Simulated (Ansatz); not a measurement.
This Al3BP4 structure is the end of a relaxation. The cell was found from a structure generator's guess, not taken from experiment.

Computed with Ansatz 0.2.0, DFT PBE, scalar-relativistic, plane waves, PAW. Cutoff 420 eV, Γ-centred mesh, Gaussian smearing, no spin polarisation.

```xyz
8
Lattice="3.7175 0.0000 0.0000 -1.8587 3.2194 0.0000 0.0000 0.0000 12.4515" Properties=species:S:1:pos:R:3 pbc="T T T"
Al    1.8587    1.0731    9.3471
Al    0.0000    2.1463    0.1605
Al    0.0000    2.1463    6.0850
B     1.8587    1.0731    3.1872
P     1.8587    1.0731    5.1815
P     1.8587    1.0731   11.7188
P     0.0000    2.1463    2.5583
P     0.0000    2.1463    8.4546
```

Energies over the elements count from the elements' standard structures at the same level, with no fitted energy shifts. The references include black phosphorus.

Task: What space group does it have?

Result: P3m1 (No. 156), with Al and B ordered on wurtzite sites. Conventional cell: a = 3.717 Å, c = 12.451 Å. Al on its first site is surrounded by 4 P at 2.32–2.37 Å; Al on its second site has 4 P at 2.32–2.40 Å; around B lie 1 P at 1.99 Å and 3 P at 2.24 Å; around P on its first site lie 1 B at 1.99 Å and 3 Al at 2.33 Å; 4 more sites not described.

Task: What is its formation energy per atom?

Result: −0.368 eV/atom.

Task: Is it a metal?

Result: No, the gap on the 12×12×4 mesh is 0.90 eV.

The last run used a 12×12×4 mesh (in the run's order of axes) for its 8-atom cell and Gaussian smearing of 0.02 eV. Kohn–Sham gaps at this level usually fall short of measured ones. The reference form of P is held partly by dispersion forces, which this level lacks. A later test with randomly moved atoms came back to the same energy, though modes that don't fit the test's cell weren't probed. Another cell of Al3BP4 relaxed alike, in I-42m, lies 100 meV/atom lower, so this cell isn't the stable form at this level.
